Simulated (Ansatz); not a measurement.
Ti (fcc (Cu type), Fm-3m), a = 4.103 Å, b = 4.103 Å, c = 4.103 Å, α = 90.00°, β = 90.00°, γ = 90.00°; the cell used has 1 atom.

Relaxed with r²SCAN+D4.

Which orbitals make up the states near the Fermi level in the program Ansatz at the r²SCAN+D4 level (PAW)?

Within 0.5 eV of the Fermi level: Ti 3d 86 %, outside the projected shells 8 %. Projections are on Löwdin-orthogonalised atomic valence shells; empty p or d shells of many metals are not among them.

Tabulate the density of states.

States/eV per cell of 1 atom, in 0.25 eV bins, energy from the Fermi level.

| E (eV) | total | Ti 3d | Ti 4s | Ti 3s |
|---|---|---|---|---|
| -6.60 | 0.00 | 0.00 | 0.00 | 0.00 |
| -6.35 | 0.03 | 0.00 | 0.02 | 0.01 |
| -6.10 | 0.05 | 0.00 | 0.04 | 0.01 |
| -5.85 | 0.07 | 0.00 | 0.06 | 0.01 |
| -5.60 | 0.09 | 0.00 | 0.07 | 0.01 |
| -5.35 | 0.10 | 0.00 | 0.09 | 0.01 |
| -5.10 | 0.12 | 0.00 | 0.10 | 0.01 |
| -4.85 | 0.13 | 0.01 | 0.11 | 0.01 |
| -4.60 | 0.15 | 0.01 | 0.13 | 0.01 |
| -4.35 | 0.17 | 0.01 | 0.14 | 0.01 |
| -4.10 | 0.19 | 0.02 | 0.16 | 0.01 |
| -3.85 | 0.22 | 0.03 | 0.17 | 0.01 |
| -3.60 | 0.26 | 0.05 | 0.19 | 0.01 |
| -3.35 | 0.30 | 0.07 | 0.21 | 0.01 |
| -3.10 | 0.37 | 0.12 | 0.23 | 0.00 |
| -2.85 | 0.50 | 0.22 | 0.26 | 0.00 |
| -2.60 | 0.88 | 0.55 | 0.30 | 0.00 |
| -2.35 | 0.93 | 0.64 | 0.26 | 0.00 |
| -2.10 | 0.92 | 0.68 | 0.21 | 0.00 |
| -1.85 | 0.93 | 0.74 | 0.16 | 0.00 |
| -1.60 | 1.29 | 1.14 | 0.11 | 0.00 |
| -1.35 | 1.36 | 1.25 | 0.05 | 0.00 |
| -1.10 | 1.30 | 1.22 | 0.02 | 0.00 |
| -0.85 | 1.39 | 1.29 | 0.02 | 0.00 |
| -0.60 | 1.27 | 1.14 | 0.03 | 0.00 |
| -0.35 | 1.48 | 1.27 | 0.07 | 0.00 |
| -0.10 | 1.64 | 1.38 | 0.10 | 0.00 |
| 0.15 | 1.49 | 1.29 | 0.06 | 0.00 |
| 0.40 | 1.62 | 1.44 | 0.07 | 0.00 |
| 0.65 | 1.46 | 1.31 | 0.07 | 0.00 |
| 0.90 | 1.36 | 1.23 | 0.07 | 0.00 |
| 1.15 | 1.76 | 1.65 | 0.06 | 0.00 |
| 1.40 | 1.70 | 1.62 | 0.04 | 0.00 |
| 1.65 | 1.20 | 1.14 | 0.02 | 0.00 |
| 1.90 | 1.19 | 1.13 | 0.02 | 0.00 |
| 2.15 | 1.45 | 1.39 | 0.02 | 0.00 |
| 2.40 | 1.85 | 1.79 | 0.03 | 0.00 |
| 2.65 | 1.41 | 1.36 | 0.03 | 0.00 |
| 2.90 | 1.46 | 1.42 | 0.03 | 0.00 |
| 3.15 | 1.49 | 1.45 | 0.03 | 0.00 |
| 3.40 | 1.73 | 1.68 | 0.03 | 0.00 |
| 3.65 | 2.63 | 2.57 | 0.04 | 0.00 |
| 3.90 | 2.39 | 2.31 | 0.06 | 0.00 |
| 4.15 | 0.75 | 0.63 | 0.08 | 0.00 |
| 4.40 | 0.55 | 0.39 | 0.10 | 0.01 |
| 4.65 | 0.51 | 0.32 | 0.11 | 0.01 |

The workflow started from an entry of the Crystallography Open Database (COD), which files this formula under 3 space groups. It is not the phase usual at ambient conditions (space group No. 194). Symmetry was held in the r²SCAN+D4 relaxation; whether a distortion lowers the energy is not shown. No spin polarisation was allowed. The pairwise dispersion correction was not fitted to metals.

Potentials: the later of the program's two PAW sets.
